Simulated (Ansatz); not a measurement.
Rh (Fm-3m), two-dimensional strain map

Theory: DFT PBEsol, scalar-relativistic, plane waves, PAW in Ansatz 0.2.0. Settings: plane waves to 420 eV, k-mesh 28×28×28 (Γ-centred), Gaussian smearing 0.15 eV. No spin polarisation. Energies are free energies at this smearing, counted from the undisturbed cell; pressure is positive in compression.

Reference structure (relaxed at this level; with this scan's settings it stands at 0.1 GPa):

```
CELL_PARAMETERS angstrom
0.00000 1.89000 1.89000
1.89000 0.00000 1.89000
1.89000 1.89000 0.00000
ATOMIC_POSITIONS crystal
Rh 0.00000 0.00000 0.00000
```

The cell is strained by p along both x and y and by q along z, fractional coordinates fixed. Points are written (p, q).

Energy above the undisturbed cell in meV/atom (a dash: not computed):

| p \ q | -0.050 | -0.025 | 0.000 | 0.025 | 0.050 |
| --- | --- | --- | --- | --- | --- |
| -0.050 | 346.3 | 239.5 | 170.4 | 133.4 | 123.2 |
| -0.025 | 150.2 | 78.1 | 39.2 | 28.7 | 42.0 |
| 0.000 | 55.4 | 13.2 | 0.0 | 11.6 | 44.2 |
| 0.025 | 40.3 | 23.9 | 32.6 | 62.8 | 111.2 |
| 0.050 | 87.2 | 93.1 | 120.5 | 166.3 | 227.8 |

Pressure in GPa:

```
 p \ q  -0.050  -0.025  0.000  0.025  0.050
-0.050    67.1    52.4   40.0   29.3   20.3
-0.025    39.2    27.3   17.2    8.7    1.6
 0.000    17.8     8.2    0.1   -6.7  -12.3
 0.025     1.5    -6.2  -12.7  -18.0  -22.4
 0.050   -10.7   -16.9  -22.0  -26.2  -29.5
```